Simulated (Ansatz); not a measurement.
Values for one crystal, relaxed and computed with plane-wave PAW r²SCAN (Ansatz code); other levels are named.

* **Volume per atom**: 18.19 Å³
* **Band gap**: 2.47 eV (direct)
* **HSE06 gap on the r²SCAN cell**: 3.07 eV
* **Pressure derivative B′**: 4.7
* **Electron effective mass**: 0.20, 0.20, 0.34 mₑ (principal values)
* **Hole effective mass, band 2 of 2 at the edge**: 0.32 along x, 4.3 along z (mₑ)
* **Valence-band maximum**: at Γ

Which compound is it?
A) GdSF, P4/nmm (S on 2c, F on 2a, Gd on 2c)
B) NaLiZnS2, P3m1 (Pearson symbol hP5)
C) BeS, zinc blende
D) Li4Ca2MgSi2N6, C2/m (Pearson symbol mS30)

B, NaLiZnS2, P3m1 (Pearson symbol hP5)

The workflow started from a Materials Project entry (that database holds measured and hypothetical structures alike); the Crystallography Open Database copy checked does not list it. Its standing as an ambient phase is unchecked. The r²SCAN relaxation kept the symmetry of its start; its stability against distortions is not shown here.

Potentials: the later of the program's two PAW sets.
